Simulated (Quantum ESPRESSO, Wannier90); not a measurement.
TiS₂ (C2/m, isolated units), plane waves to Wannier functions

```
begin unit_cell_cart
ang
    2.9678650000   -1.7134950000    0.0000000000
    2.9678650000    1.7134950000    0.0000000000
   -1.0855660000    0.0000000000   11.1933520000
end unit_cell_cart
begin atoms_frac
Ti   0.0000000000  0.0000000000  0.0000000000
S    0.3104700000  0.3104700000 -0.1252500000
S   -0.3104700000 -0.3104700000  0.1252500000
end atoms_frac
```

Structure: Materials Project mp-1062030, symmetrised, not relaxed again. Level: PBEsol, no spin polarisation, no spin-orbit coupling; pw.x of Quantum ESPRESSO at 68 Ry with PseudoDojo potentials, 10×10×4 k-points, Wannier90. Density: 10×10×1 mesh, Gaussian smearing 0.01 Ry. The cell is built of weakly bound layers, chains or molecules, whose nearest atoms lie 8.56 Å apart, far more than in van der Waals crystals (3.2 to 4.2 Å): it describes nearly isolated units, such as a monolayer, not the bulk crystal. The gap is small at this level and was sampled on the meshes and a path alone.

Bands 5-12 form an isolated set from -13.52 to 0.00 eV relative to the valence-band maximum (on the path) and are turned into 8 Wannier functions by minimising the spread from the start: sp3 on S.

Problem. Where do the functions sit, how wide are they and what are they made of?

Solution. 
```json
[
 {"functions": "6", "spread (Å²)": "1.97", "nearest atom, distance (Å)": "S 0.70", "second atom, distance (Å)": "Ti 1.73", "weight on atomic waves": "S 3p 58 %, Ti 3d 20 %, S 3s 15 %"},
 {"functions": "2", "spread (Å²)": "1.62", "nearest atom, distance (Å)": "S 0.32", "second atom, distance (Å)": "Ti 2.62", "weight on atomic waves": "S 3p 48 %, S 3s 42 %, Ti 3d 8 %"}
]
```

Ω_I = 12.81 Å², Ω_total = 15.05 Å²; the interpolated bands follow pw.x to 7.3 meV rms on the path. It is the lowest total spread that any start reached here.
